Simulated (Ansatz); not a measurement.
Level of theory: DFT PBE, scalar-relativistic, plane waves, PAW in Ansatz 0.2.0. Settings: cutoff 420 eV, Γ-centred meshes spaced at most about 0.3 Å⁻¹, and about 0.25 Å⁻¹ or finer for metals (2π included), Gaussian smearing. No spin polarisation in the final relaxations.

These are static total energies at zero pressure. All come from trial cells, and lower structures may exist.

Question: Which of these relaxed structures of Lu2Sc3N is the lowest in energy?
A.

```
CELL_PARAMETERS angstrom
4.01015 0.00000 0.00000
-2.00508 3.47289 0.00000
0.00000 0.00000 9.55266
ATOMIC_POSITIONS crystal
Lu 0.66667 0.33333 0.25375
Lu 0.66667 0.33333 0.74625
Sc 0.00000 0.00000 0.50000
Sc 0.33333 0.66667 0.00000
Sc 0.33333 0.66667 0.50000
N 0.00000 0.00000 0.00000
```

B.

```
CELL_PARAMETERS angstrom
5.15522 0.00000 0.00000
-2.57761 4.46456 0.00000
0.00000 0.00000 5.75107
ATOMIC_POSITIONS crystal
Lu 0.33333 0.66667 0.50000
Lu 0.66667 0.33333 0.50000
Sc 0.33333 0.66667 0.00000
Sc 0.66667 0.33333 0.00000
Sc 0.00000 0.00000 0.00000
N 0.00000 0.00000 0.50000
```

C.

```
CELL_PARAMETERS angstrom
5.64488 0.00000 0.00000
-2.82244 4.88861 0.00000
0.00000 0.00000 5.82029
ATOMIC_POSITIONS crystal
Lu 0.33333 0.66667 0.00000
Lu 0.66667 0.33333 0.00000
Sc 0.50000 0.00000 0.50000
Sc 0.50000 0.50000 0.50000
Sc 0.00000 0.50000 0.50000
N 0.00000 0.00000 0.00000
```

Answer: A. It has space group P-6m2 (No. 187); the next, B, with space group P6/mmm (No. 191), lies 275 meV/atom higher. Counting Lu or Sc atoms around N (for each partner element, those within 1.25 times its shortest distance or 1.15 times the sum of covalent radii, where it is the nearest in units of that sum or under 1.3; a plus sign parts groups by distance over the sum of covalent radii), the lowest has N 3+6 and the next has N 8. Even the lowest lies +0.49 eV/atom against the elements.

A magnetic state wasn't ruled out in cells without spin, among them P6/mmm at 26.8 Å³/atom. Cells relaxed within their symmetry can be saddle points. Some candidate types were left out of the draw beforehand, so a known form may be missing.
